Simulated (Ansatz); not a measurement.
## TiGa3: frozen-core PAW against all-electron methods

```yaml
crystal:
  lattice:
    - [-1.85661, 1.85661, 4.36700]
    - [1.85661, -1.85661, 4.36700]
    - [1.85661, 1.85661, -4.36700]
  atoms:
    - { symbol: Ti, position: [0.00000, 0.00000, 0.00000] }
    - { symbol: Ga, position: [0.50000, 0.50000, 0.00000] }
    - { symbol: Ga, position: [0.75000, 0.25000, 0.50000] }
    - { symbol: Ga, position: [0.25000, 0.75000, 0.50000] }
```

Atom numbers follow the list: Ti1, Ga2, Ga3, Ga4.

The conventional cell has a = 3.713 Å, b = 3.713 Å, c = 8.734 Å, α = 90.00°, β = 90.00°, γ = 90.00°. Ti (atom 1) is surrounded by 12 Ga at 2.63 to 2.87 Å. Ga (atom 2) has 4 Ti at 2.63 Å and 8 Ga at 2.87 Å as nearest neighbours. Around Ga (atom 3) lie 8 Ga at 2.63 to 2.87 Å and 4 Ti at 2.87 Å.

The geometry is COD entry 1522707, unchecked; take it as a test cell. The listed cell was then made from it by scaling, straining or moving an atom.

Spin polarisation is left out, and whether a magnetic state lies lower isn't shown here.

Levels of theory: DFT, PBEsol, PAW with Ansatz's default frozen-core files, scalar-relativistic (Ansatz 0.2.0); DFT, PBEsol, all-electron PAW with datasets made for the crystal, scalar-relativistic (Ansatz 0.2.0); DFT, PBEsol, all-electron LAPW, scalar-relativistic (Ansatz 0.2.0).

For PAW: a Γ-centred 14×14×14 k mesh, Fermi–Dirac smearing of 0.05 eV, cutoff 420 eV, no spin polarisation; the PAW files were made with PBE, and the program remakes their frozen cores for this functional. The crystal-made all-electron datasets (AE datasets) take a cutoff of 300 eV at this cell. LAPW targets a basis error of 0.5 meV/atom. The Ansatz runs share mesh, smearing and spin set-up. Plane-wave (PAW) pressures include the program's estimate of the Pulay term.

Stress and pressure are positive in compression.

The change that made this cell: equal xx and yy strain of -2 %.

In a metal, gradients converge slowly with the k mesh: the values move by tens of per cent from one mesh to another, at times in sign, so only the comparison on one mesh counts.

```
                                               quantity    PAW  AE datasets   LAPW
                                         pressure (GPa)      ?         1.45   1.45
                                        stress xx (GPa)   2.36         2.40   2.40
                                        stress zz (GPa)      ?        -0.45  -0.45
largest principal field gradient Vzz at Ti1 (10²¹ V/m²)  -0.95        -0.98      –
largest principal field gradient Vzz at Ga2 (10²¹ V/m²)  10.33        10.34      –
largest principal field gradient Vzz at Ga3 (10²¹ V/m²)  -2.35        -2.36      –
```

Give the missing entry: row "pressure (GPa)", column "PAW".

1.40.

Give the missing entry: row "stress zz (GPa)", column "PAW".

-0.50.
